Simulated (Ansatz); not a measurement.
InSe in space group P6_3/mmc (No. 194; In on 4f, Se on 4f), r²SCAN+D4 in the plane-wave PAW code Ansatz. The conduction-band minimum lies at Γ, with 1 equivalent valley. Second derivatives d²E/dk² of the lowest band at one valley (eV·Å²), along Cartesian directions:

```
direction  d²E/dk²
---------  -------
[100]        53.56
[010]        53.56
[001]        81.35
[110]        53.56
[101]        67.52
[011]        67.52
```

Q: Find the principal effective masses, the density-of-states mass and the conductivity mass.

A: Off-diagonal terms follow from H_xy = H[110] − (H_xx + H_yy)/2, and m*/mₑ = 7.620 eV·Å² over each eigenvalue: 0.094, 0.14, 0.14. One valley's DOS mass (m₁m₂m₃)^(1/3) = 0.12, conductivity mass 3/(Σ 1/mᵢ) = 0.12 mₑ.

Q: What effective density of states Nc follows at 300 K for parabolic valleys?

A: Nc = 2.509e19 × 1 × (0.12)^(3/2) ≈ 1.0e18 cm⁻³.

The r²SCAN+D4 relaxation kept the symmetry of its start. Spin–orbit coupling is left out wherever it is not named.

Potentials: the later of the program's two PAW sets.

Edges and masses are those of Kohn–Sham bands, whose gap is no quasiparticle gap.
